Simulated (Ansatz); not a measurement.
Profile along the Mo–P line in MoP (WC type, space group P-6m2)

MoP (WC type, space group P-6m2)

```xyz
2
Lattice="3.2063 0.0000 0.0000 -1.6031 2.7767 0.0000 0.0000 0.0000 3.1738" Properties=species:S:1:pos:R:3 pbc="T T T"
Mo     0.0000     0.0000     0.0000
P      1.6031     0.9256     1.5869
```

Fields along a shortest Mo–P line of a (-1 2 -1 0) plane (2.44 Å), from Mo to P, interpolated on the slice's grid (step about 0.2 Å). Level of theory: PBEsol (plane waves to 420 eV, PAW, scalar-relativistic; Ansatz, a program for electronic structure). k mesh 17×17×15. These are valence fields of a PAW run, semicore shells included where kept as valence: close to a nucleus they are smooth pseudo fields. MoP is run without spin polarisation. MoP was relaxed with its symmetry unable to fall.

```tsv
distance from Mo (Å)	valence electron density (e/Å³)	electron localisation function
0.00	6.32	x
0.12	6.47	x
0.24	6.55	x
0.37	6.23	x
0.49	5.23	x
0.61	3.82	0.74
0.73	2.43	0.66
0.85	1.40	0.50
0.98	0.85	0.35
1.10	0.62	0.33
1.22	0.56	0.44
1.34	0.57	0.62
1.46	0.63	0.75
1.59	0.72	0.80
1.71	0.77	0.79
1.83	0.74	0.65
1.95	0.58	x
2.07	0.36	x
2.20	0.16	x
2.32	0.05	x
2.44	0.04	x
```

x: too close to a nucleus for the ELF to mean much.

Density on the Mo–P line (2.44 Å) at its density minimum, 1.3 Å from Mo: 0.55 e/Å³. ELF at that point: 0.53.
